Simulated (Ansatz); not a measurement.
AlNi:
```xyz
4
Lattice="0.0000 2.9232 2.9232 2.9232 0.0000 2.9232 2.9232 2.9232 0.0000" Properties=species:S:1:pos:R:3 pbc="T T T"
Ni     0.0000     0.0000     0.0000
Ni     1.4616     1.4616     1.4616
Al     2.9232     2.9232     2.9232
Al     4.3848     4.3848     4.3848
```

Relaxed with PBE. Special points in fractions of this cell's reciprocal vectors: Γ (0.000, 0.000, 0.000); X (0.500, 0.000, 0.500); U (0.625, 0.250, 0.625); K (0.375, 0.375, 0.750); L (0.500, 0.500, 0.500); W (0.500, 0.250, 0.750).

Problem. List the band energies nearest the Fermi level at these points for PBE in the plane-wave PAW code Ansatz.

Solution. In eV from the Fermi level; about four levels below and three above (degenerate sets whole), none deeper than 8.9 eV; points with the same levels are listed once.

```tsv
k	below	above
Γ	-2.50 -2.50 -2.50 -0.84 -0.84	2.12 2.12 2.12
X	-1.11 -1.11 -0.89 -0.89	1.65 1.65 8.75 8.75
U	-0.99 -0.98 -0.89 -0.82	1.70 3.97 6.55
L	-1.57 -1.57 -1.16 -1.14 -1.14	1.52 1.52 1.93
W	-1.11 -1.11 -0.94 -0.94	4.29 4.29 4.37 4.37
```

Space group Fd-3m. The start of the workflow was typed in or built on a structure type; neither database checked (COD, Materials Project) lists it. It is not the phase usual at ambient conditions (space group No. 221). The cell was relaxed with PBE under the symmetry of its start; its stability against distortions is not shown here. The workflow began spin-polarised and lost its moments.

Potentials: the earlier of the program's two PAW sets.
